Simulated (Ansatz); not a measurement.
A geometry of Mg₃Sb₂ away from equilibrium: the start of the relaxation of a generated cell, Mg3Sb2 placed in the AFLOW prototype A2B3_hR5_166_c_ac (C33, as in Bi2Te3). Calculation: r2SCAN (plane waves to 500 eV, PAW, scalar-relativistic; Ansatz, an electronic-structure program). Γ-centred k-mesh 13×13×13 on the run's cell, Fermi–Dirac smearing 0.05 eV.

```xyz
5
Lattice="2.0122 1.1617 9.3406 -2.0122 1.1617 9.3406 0.0000 -2.3234 9.3406" Properties=species:S:1:pos:R:3:forces:R:3 pbc="T T T" free_energy=-18777.888 pressure_GPa=0.9
Sb     0.0000     0.0000    11.1807    0.0000    0.0000   -0.0347
Sb     0.0000     0.0000    16.8411    0.0000    0.0000    0.0347
Mg     0.0000     0.0000     0.0000    0.0000    0.0000    0.0000
Mg     0.0000     0.0000     5.8285    0.0000    0.0000    0.1183
Mg     0.0000     0.0000    22.1933    0.0000    0.0000   -0.1183
```

Positions in Å, forces in eV/Å, free energy of the cell in eV (comparable only within this code, potentials and settings). Largest force: 0.12 eV/Å, on Mg4, Mg5 (atoms numbered as listed); the geometry lies 0.16 eV/atom above the end of its relaxation.

No spin polarisation in the result.

The run could not lose the symmetry of its start, so the end can be a saddle point.

The end of the path is a generated cell of Mg3Sb2: the first start was made by placing the elements on the sites of a structure type, and the end was not matched to a known phase here, so it may be hypothetical. Known forms of Mg3Sb2 include space group No. 164.
